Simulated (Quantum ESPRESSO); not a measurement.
# Band energies of InP

```xyz
2
Lattice="0.0000 2.9113 2.9113 2.9113 0.0000 2.9113 2.9113 2.9113 0.0000" Properties=species:S:1:pos:R:3 pbc="T T T"
P      4.3669     4.3669     4.3669
In     0.0000     0.0000     0.0000
```

LDA (Quantum ESPRESSO, PseudoDojo norm-conserving, 70 Ry, scalar-relativistic); path ΓXWKΓLUWLK,UX; energies in eV from the valence-band maximum.

```
k (1/Å)  point  band 5  band 6  band 7  band 8  band 9  band 10  band 11  band 12
-------  -----  ------  ------  ------  ------  ------  -------  -------  -------
0.00         Γ  -14.10  -11.69    0.00    0.00    0.00     0.59     3.96     3.96
0.54            -14.08  -10.76   -3.44   -1.48   -1.48     2.31     3.05     6.32
1.08         X  -14.06   -9.19   -5.96   -2.42   -2.42     1.57     2.12     9.14
1.62         W  -14.08   -9.10   -5.81   -3.09   -3.06     4.19     4.35     5.47
1.75            -14.08   -9.13   -5.81   -3.28   -2.72     3.50     4.37     5.91
2.00         K  -14.07   -9.20   -5.81   -3.46   -2.03     2.20     4.32     7.44
2.31            -14.10   -9.80   -5.20   -3.20   -1.26     2.83     5.02     5.85
2.94            -14.09  -11.55   -1.33   -0.38   -0.07     1.58     3.90     4.10
3.14         Γ  -14.10  -11.69    0.00    0.00    0.00     0.59     3.96     3.96
3.46            -14.10  -11.37   -2.27   -0.32   -0.32     1.70     4.39     4.42
3.98            -14.08   -9.97   -5.79   -1.00   -1.00     1.38     4.72     4.72
4.08         L  -14.08   -9.88   -5.94   -1.02   -1.02     1.36     4.71     4.71
4.52            -14.08   -9.46   -5.73   -3.16   -1.67     2.53     4.75     6.33
4.74         U  -14.07   -9.20   -5.81   -3.46   -2.03     2.20     4.32     7.44
5.12         W  -14.08   -9.10   -5.81   -3.09   -3.06     4.19     4.35     5.47
5.60            -14.08   -9.68   -5.81   -2.33   -1.42     2.62     4.14     5.50
5.88         L  -14.08   -9.88   -5.94   -1.02   -1.02     1.36     4.71     4.71
6.05            -14.08   -9.81   -5.89   -1.62   -1.15     1.94     4.43     4.98
6.46            -14.08   -9.26   -5.76   -3.48   -1.92     2.31     4.67     7.06
6.55         K  -14.07   -9.20   -5.81   -3.46   -2.03     2.20     4.32     7.44
6.55         U  -14.07   -9.20   -5.81   -3.46   -2.03     2.20     4.32     7.44
6.93         X  -14.06   -9.19   -5.96   -2.42   -2.42     1.57     2.12     9.14
```

The LDA gap is direct, 0.59 eV at Γ.

Spin-orbit splittings are left out.

Geometry relaxed with LDA.
